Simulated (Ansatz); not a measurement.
Suppose Ba3B2 takes space group Pm-3m (No. 221), with Ba on 3d; B on 1a and 1b.

Computed with DFT PBE, scalar-relativistic, plane waves, PAW in Ansatz. Cutoff 420 eV, Γ-centred mesh, Gaussian smearing, no spin polarisation.

Formation energies are uncorrected and refer to the elements' standard structures at the same level.

Task: Predict the relaxed structure.

Result:

Space group Pm-3m (No. 221). a = 5.675 Å, b = 5.675 Å, c = 5.675 Å, α = 90.00°, β = 90.00°, γ = 90.00°
```csv
atom,site,symmetry,x,y,z
Ba,3d,4/mm.m,0.5000,0.0000,0.0000
B,1a,m-3m,0.0000,0.0000,0.0000
B,1b,m-3m,0.5000,0.5000,0.5000
```

Around Ba lie 2 B at 2.84 Å, 4 B at 4.01 Å and 8 Ba at 4.01 Å; B on its first site is surrounded by 6 Ba at 2.84 Å; B on its second site is surrounded by 12 Ba at 4.01 Å.

Task: And its energy and gap?

Result: The formation energy is +1.10 eV/atom and the gap on the 8×8×8 mesh of the 5-atom cell is 0 eV (a metal). The separate elements lie lower, so it is unstable against them.

The last run used Gaussian smearing of 0.10 eV. The cell is a metal run without spin; a magnetic state may lie lower. A structure relaxed within its symmetry needn't be a true minimum. Another cell of Ba3B2 relaxed alike, in P-6m2, lies 182 meV/atom lower, so this cell isn't the stable form at this level.
